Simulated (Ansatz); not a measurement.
NaF:
```cif
data_FNa
_chemical_formula_sum 'Na1 F1'
_space_group_name_H-M_alt 'P 1'
_space_group_IT_number 1
_cell_length_a 3.32405
_cell_length_b 3.32405
_cell_length_c 3.32405
_cell_angle_alpha 60.000
_cell_angle_beta 60.000
_cell_angle_gamma 60.000
loop_
_space_group_symop_operation_xyz
  'x, y, z'
loop_
_atom_site_label
_atom_site_type_symbol
_atom_site_fract_x
_atom_site_fract_y
_atom_site_fract_z
_atom_site_occupancy
Na1 Na 0.00000 0.00000 0.00000 1
F1 F 0.50000 0.50000 0.50000 1
```

Relaxed with PBE.

Task: Decompose the optical modes at the zone centre into irreducible representations, and say which are infrared and Raman allowed.

Result: Point group m-3m: Γ_opt = T1u. Infrared: T1u. Raman: none.

Task: Assign frequencies (DFPT, DFT-PBE in the program Ansatz with PAW potentials; without the LO–TO term).

Result: T1u 224 cm⁻¹.

Space group Fm-3m (rock salt). Symmetry was held in the PBE relaxation; phonons on a q-mesh show no instability.

Potentials: the later of the program's two PAW sets.
